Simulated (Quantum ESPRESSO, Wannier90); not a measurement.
## HfO2 (P2₁/c), plane waves to Wannier functions

Cell from Materials Project (mp-352), symmetrised, no further relaxation. COD (Crystallography Open Database) has the formula in 3 space groups, this one among them (matched by group alone). Computed values, not measurements, from LDA: Quantum ESPRESSO (norm-conserving PseudoDojo potentials, cutoff 68 Ry, no spin polarisation, no spin-orbit coupling) on a Γ-centred 4×4×4 mesh, then Wannier90. Density: 6×6×6 mesh, Gaussian smearing 0.01 Ry. Spin-orbit coupling is left out although heavy elements are present.

```
begin unit_cell_cart
ang
    5.0941800000    0.0000000000    0.0000000000
    0.0000000000    5.1506400000    0.0000000000
   -0.8761660000    0.0000000000    5.2029540000
end unit_cell_cart
mp_grid = 4 4 4
```

Question: Which shells of neighbouring k-points and which b-vectors and weights does Wannier90 pick for this cell and mesh?

Answer: 
```
 *---------------------------------- K-MESH ----------------------------------*
 +----------------------------------------------------------------------------+
 |                    Distance to Nearest-Neighbour Shells                    |
 |                    ------------------------------------                    |
 |          Shell             Distance (Ang^-1)          Multiplicity         |
 |          -----             -----------------          ------------         |
 |             1                   0.301905                      2            |
 |             2                   0.304971                      2            |
 |             3                   0.312693                      2            |
 |             4                   0.396951                      2            |
 |             5                   0.429131                      4            |
 |             6                   0.436788                      4            |
 |             7                   0.469336                      2            |
 |             8                   0.500577                      4            |
       ... (lines left out)
 +----------------------------------------------------------------------------+
 | The b-vectors are chosen automatically                                     |
 | The following shells are used:                       1,  2,  3,  4         |
 +----------------------------------------------------------------------------+
 |                        Shell   # Nearest-Neighbours                        |
 |                        -----   --------------------                        |
 |                          1               2                                 |
 |                          2               2                                 |
 |                          3               2                                 |
 |                          4               2                                 |
 +----------------------------------------------------------------------------+
 | Completeness relation is fully satisfied [Eq. (B1), PRB 56, 12847 (1997)]  |
 +----------------------------------------------------------------------------+
 |                  b_k Vectors (Ang^-1) and Weights (Ang^2)                  |
 |                  ----------------------------------------                  |
 |            No.         b_k(x)      b_k(y)      b_k(z)        w_b           |
 |            ---        --------------------------------     --------        |
 |             1         0.000000    0.000000    0.301905     4.736775        |
 |             2         0.000000    0.000000   -0.301905     4.736775        |
 |             3         0.000000    0.304971    0.000000     5.375918        |
 |             4         0.000000   -0.304971    0.000000     5.375918        |
 |             5         0.308351    0.000000    0.051926     4.354242        |
 |             6        -0.308351    0.000000   -0.051926     4.354242        |
 |             7         0.308351    0.000000   -0.249979     0.904463        |
 |             8        -0.308351    0.000000    0.249979     0.904463        |
```
